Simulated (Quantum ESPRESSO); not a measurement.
## Band energies of SnO

```
SnO
1.0
    3.83164     0.00000     0.00000
    0.00000     3.83164     0.00000
    0.00000     0.00000     4.74022
O Sn
2 2
Cartesian
  1.91582   1.91582   0.00000
  0.00000   0.00000   0.00000
  0.00000   1.91582   1.16069
  1.91582   0.00000   3.57953
```

PBEsol (pw.x of Quantum ESPRESSO, ONCV potentials, scalar-relativistic); path ΓXMΓZRAZ,XR,MA; energies in eV from the Fermi level.

| k (1/Å) | point | band 16 | band 17 | band 18 | band 19 | band 20 | band 21 | band 22 | band 23 |
|---|---|---|---|---|---|---|---|---|---|
| 0.00 | Γ | -6.11 | -3.34 | -3.03 | -3.03 | -0.02 | 2.16 | 4.47 | 4.47 |
| 0.35 |  | -5.82 | -3.88 | -3.42 | -3.36 | -0.28 | 2.82 | 3.24 | 4.76 |
| 0.82 | X | -4.84 | -4.69 | -4.69 | -2.70 | -2.70 | 3.26 | 3.26 | 5.75 |
| 1.29 |  | -5.03 | -3.22 | -3.22 | -2.31 | -2.31 | 1.46 | 1.46 | 4.70 |
| 1.64 | M | -4.95 | -2.38 | -2.38 | -1.86 | -1.86 | -0.09 | -0.09 | 4.46 |
| 1.75 |  | -4.92 | -2.51 | -2.39 | -2.12 | -1.81 | 0.01 | 0.21 | 4.46 |
| 2.17 |  | -4.37 | -4.32 | -3.97 | -2.62 | -0.85 | 1.51 | 2.91 | 4.20 |
| 2.59 |  | -5.88 | -3.54 | -3.45 | -2.93 | -0.01 | 2.62 | 3.72 | 3.92 |
| 2.80 | Γ | -6.11 | -3.34 | -3.03 | -3.03 | -0.02 | 2.16 | 4.47 | 4.47 |
| 3.02 |  | -5.70 | -3.36 | -3.04 | -3.04 | -0.21 | 1.82 | 3.77 | 3.77 |
| 3.46 | Z | -3.43 | -3.05 | -3.05 | -2.98 | -2.09 | 1.66 | 2.74 | 2.74 |
| 3.87 |  | -5.52 | -3.95 | -3.56 | -1.95 | -1.45 | 1.29 | 2.85 | 3.39 |
| 4.28 | R | -5.37 | -4.64 | -4.64 | -1.67 | -1.67 | 2.68 | 2.68 | 5.21 |
| 4.69 |  | -5.86 | -3.18 | -3.18 | -2.11 | -2.11 | 2.80 | 2.80 | 3.68 |
| 5.10 | A | -5.51 | -2.78 | -2.78 | -2.38 | -2.38 | 2.29 | 2.29 | 4.21 |
| 5.46 |  | -5.16 | -3.35 | -2.50 | -2.40 | -2.16 | 2.40 | 2.61 | 3.21 |
| 5.82 |  | -4.99 | -4.30 | -2.75 | -1.97 | -1.69 | 1.35 | 2.62 | 3.10 |
| 6.17 |  | -3.54 | -3.49 | -3.02 | -2.54 | -2.08 | 1.73 | 2.41 | 2.73 |
| 6.26 | Z | -3.43 | -3.05 | -3.05 | -2.98 | -2.09 | 1.66 | 2.74 | 2.74 |
| 6.26 | X | -4.84 | -4.69 | -4.69 | -2.70 | -2.70 | 3.26 | 3.26 | 5.75 |
| 6.48 |  | -5.02 | -4.68 | -4.68 | -2.40 | -2.40 | 3.11 | 3.11 | 5.61 |
| 6.92 | R | -5.37 | -4.64 | -4.64 | -1.67 | -1.67 | 2.68 | 2.68 | 5.21 |
| 6.92 | M | -4.95 | -2.38 | -2.38 | -1.86 | -1.86 | -0.09 | -0.09 | 4.46 |
| 7.21 |  | -5.19 | -2.38 | -2.38 | -2.25 | -2.25 | 0.62 | 0.62 | 4.98 |
| 7.59 | A | -5.51 | -2.78 | -2.78 | -2.38 | -2.38 | 2.29 | 2.29 | 4.21 |

At this level the gap is closed or nearly so: along the path the highest valence and lowest conduction bands touch, or overlap by less than 0.6 eV, a zero-gap or semimetallic result; the valence top lies at 91 % of the way from M to Γ, the conduction bottom at M, 0.08 eV lower. Semilocal functionals close the gaps of some narrow-gap semiconductors, so this alone doesn't show that the compound has none.

Spin-orbit splittings are left out.

Geometry relaxed with PBE+D3(BJ).
